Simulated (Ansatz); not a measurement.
WOS as a Janus 2H monolayer was relaxed with 5 functionals in the PAW code Ansatz, cell and atoms free, the symmetry of the start kept (meshes: PBE 12×12×1, r2SCAN 12×12×1, PBEsol 12×12×1, LDA 12×12×1, HSE06 6×6×1). Computed, not measured; no magnetism was allowed, and whether the structure is a known phase isn't checked.

The r2SCAN result:
```
CELL_PARAMETERS angstrom
2.99207 0.00000 0.00000
-1.49604 2.59121 0.00000
0.00000 0.00000 30.21242
ATOMIC_POSITIONS crystal
W 0.33333 0.66667 0.30307
O 0.66667 0.33333 0.34127
S 0.66667 0.33333 0.24934
```
Periodic in the plane only; c spans the vacuum.

The sheet's in-plane cell has a = 2.992 Å, b = 2.992 Å (γ = 120.0°), and its outermost atoms lie 2.78 Å apart along the normal. W is surrounded by 3 O at 2.08 Å and 3 S at 2.37 Å and 6 W at 2.99 Å; O is surrounded by 3 W at 2.08 Å; S is surrounded by 3 W at 2.37 Å.

Q: How does the cell change with LDA?

A: a = 2.954 Å; the area differs by -2.5 % from r2SCAN's. W has 3 O at 2.05 Å and 3 S at 2.36 Å and 6 W at 2.95 Å; O has 3 W at 2.05 Å; S has 3 W at 2.36 Å.

Q: What lattice does PBEsol give?

A: a = 2.972 Å; the area differs by -1.4 % from r2SCAN's. W is surrounded by 3 O at 2.07 Å and 3 S at 2.37 Å and 6 W at 2.97 Å; O is surrounded by 3 W at 2.07 Å; S is surrounded by 3 W at 2.37 Å.

Q: Held at the r2SCAN cell, what mean stress do LDA and PBE find, and does its sign point to their own minimum?

A: Yes. LDA -4.11 N/m, and its relaxed area is -2.5 % from r2SCAN's; PBE +1.87 N/m, and its relaxed area is +0.9 % from r2SCAN's. Compression counts positive, so a positive stress asks for a larger cell.
